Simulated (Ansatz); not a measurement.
# Bands of TiZn₃

```
CELL_PARAMETERS angstrom
3.93220 0.00000 0.00000
0.00000 3.93220 0.00000
0.00000 0.00000 3.93220
ATOMIC_POSITIONS crystal
Ti 0.00000 0.00000 0.00000
Zn 0.00000 0.50000 0.50000
Zn 0.50000 0.00000 0.50000
Zn 0.50000 0.50000 0.00000
```

Atoms are numbered in the order listed.

The cell comes from COD entry 1527931, which wasn't checked; take it as a given geometry.

Theory: DFT, LDA, all-electron LAPW, scalar-relativistic (Ansatz 0.2.0).

Settings: a Γ-centred 9×9×9 k mesh, Fermi–Dirac smearing of 0.05 eV, basis error target 1 meV/atom, no spin polarisation.

Points in fractions of the reciprocal vectors of this cell: Γ (0, 0, 0), X (0, 0.5, 0), M (0.5, 0.5, 0), R (0.5, 0.5, 0.5). The path runs Γ–X–M–Γ–R–X–R–M. Energies are in eV from the Fermi level; (×n) counts levels within 4 meV of each other, which need not be degenerate by symmetry.

Metal or insulator at this level of theory?

No gap opens: metallic or semimetallic.

Tabulate bands 33 to 39, counted from the lowest band of the run, along the path.


| k (1/Å) | point | band 33 | band 34 | band 35 | band 36 | band 37 | band 38 | band 39 |
| --- | --- | --- | --- | --- | --- | --- | --- | --- |
| 0.00 | Γ | -0.75 | -0.75 | 0.28 | 0.28 | 0.28 | 1.48 | 1.48 |
| 0.11 |  | -1.15 | -0.74 | 0.23 | 0.23 | 0.46 | 1.48 | 1.58 |
| 0.23 |  | -1.95 | -0.69 | 0.11 | 0.11 | 0.71 | 1.48 | 1.83 |
| 0.34 |  | -2.87 | -0.63 | -0.04 | -0.04 | 0.94 | 1.48 | 2.21 |
| 0.46 |  | -3.79 | -0.54 | -0.18 | -0.18 | 1.16 | 1.48 | 2.68 |
| 0.57 |  | -4.67 | -0.45 | -0.29 | -0.29 | 1.36 | 1.47 | 3.22 |
| 0.68 |  | -5.47 | -0.38 | -0.36 | -0.36 | 1.47 | 1.51 | 3.41 |
| 0.80 | X | -6.02 | -0.39 | -0.39 | -0.36 | 1.47 | 1.56 | 3.31 |
| 0.91 |  | -5.94 | -0.55 | -0.39 | -0.36 | 1.37 | 1.57 | 3.32 |
| 1.03 |  | -5.72 | -0.99 | -0.51 | -0.28 | 1.13 | 1.59 | 3.13 |
| 1.14 |  | -5.41 | -1.58 | -0.78 | -0.16 | 0.86 | 1.61 | 2.53 |
| 1.26 |  | -5.00 | -2.24 | -1.24 | -0.02 | 0.60 | 1.62 | 2.19 |
| 1.37 |  | -4.52 | -2.86 | -1.85 | 0.11 | 0.40 | 1.62 | 2.06 |
| 1.48 |  | -3.97 | -3.35 | -2.52 | 0.20 | 0.27 | 1.61 | 2.05 |
| 1.60 | M | -3.56 | -3.56 | -2.98 | 0.23 | 0.23 | 1.61 | 2.05 |
| 1.76 |  | -3.87 | -3.50 | -2.18 | 0.19 | 0.29 | 1.61 | 2.03 |
| 1.92 |  | -3.71 | -3.33 | -1.14 | 0.11 | 0.45 | 1.60 | 1.93 |
| 2.08 |  | -3.19 | -3.02 | -0.40 | 0.03 | 0.69 | 1.56 | 1.83 |
| 2.24 |  | -2.56 | -2.46 | -0.10 | 0.01 | 0.97 | 1.45 | 1.79 |
| 2.40 |  | -1.94 | -1.66 | -0.01 | 0.07 | 1.18 | 1.23 | 1.75 |
| 2.57 |  | -1.23 | -0.98 | 0.11 | 0.19 | 0.69 | 1.41 | 1.62 |
| 2.73 | Γ | -0.75 | -0.75 | 0.28 | 0.28 | 0.28 | 1.48 | 1.48 |
| 2.93 |  | -1.21 | -1.21 | -0.26 | 0.59 | 0.59 | 1.54 | 1.54 |
| 3.12 |  | -1.84 | -1.84 | -1.09 | 0.59 | 0.59 | 1.86 | 1.86 |
| 3.32 |  | -2.30 | -2.30 | -1.74 | 0.23 | 0.23 | 2.13 | 2.13 |
| 3.52 |  | -2.54 | -2.54 | -2.08 | -0.23 | -0.23 | 1.80 | 2.19 |
| 3.72 |  | -2.60 | -2.60 | -2.06 | -0.71 | -0.71 | 0.67 | 2.06 |
| 3.91 |  | -2.51 | -2.51 | -1.82 | -1.13 | -1.13 | -0.71 | 1.89 |
| 4.11 | R | -2.43 | -2.43 | -2.34 | -1.33 | -1.33 | -1.33 | 1.81 |
| 4.27 |  | -2.72 | -2.38 | -1.62 | -1.29 | -1.27 | -0.88 | 1.82 |
| 4.43 |  | -3.41 | -2.23 | -1.32 | -1.17 | -1.03 | 0.19 | 1.81 |
| 4.60 |  | -4.20 | -1.96 | -1.03 | -0.99 | -0.59 | 1.21 | 1.76 |
| 4.76 |  | -4.91 | -1.56 | -0.78 | -0.76 | 0.02 | 1.69 | 2.15 |
| 4.92 |  | -5.48 | -1.08 | -0.57 | -0.55 | 0.70 | 1.62 | 3.09 |
| 5.08 |  | -5.86 | -0.60 | -0.43 | -0.41 | 1.26 | 1.58 | 3.35 |
| 5.24 | X | -6.02 | -0.39 | -0.39 | -0.36 | 1.47 | 1.56 | 3.31 |
| 6.37 | R | -2.43 | -2.43 | -2.34 | -1.33 | -1.33 | -1.33 | 1.81 |
| 6.49 |  | -2.56 | -2.56 | -1.62 | -1.46 | -1.17 | -1.17 | 1.80 |
| 6.60 |  | -2.82 | -2.82 | -1.76 | -0.84 | -0.84 | -0.78 | 1.78 |
| 6.71 |  | -3.08 | -3.08 | -2.13 | -0.48 | -0.48 | 0.09 | 1.74 |
| 6.83 |  | -3.29 | -3.29 | -2.48 | -0.18 | -0.18 | 0.94 | 1.69 |
| 6.94 |  | -3.44 | -3.44 | -2.75 | 0.05 | 0.05 | 1.65 | 1.67 |
| 7.06 |  | -3.53 | -3.53 | -2.92 | 0.19 | 0.19 | 1.62 | 2.05 |
| 7.17 | M | -3.56 | -3.56 | -2.98 | 0.23 | 0.23 | 1.61 | 2.05 |
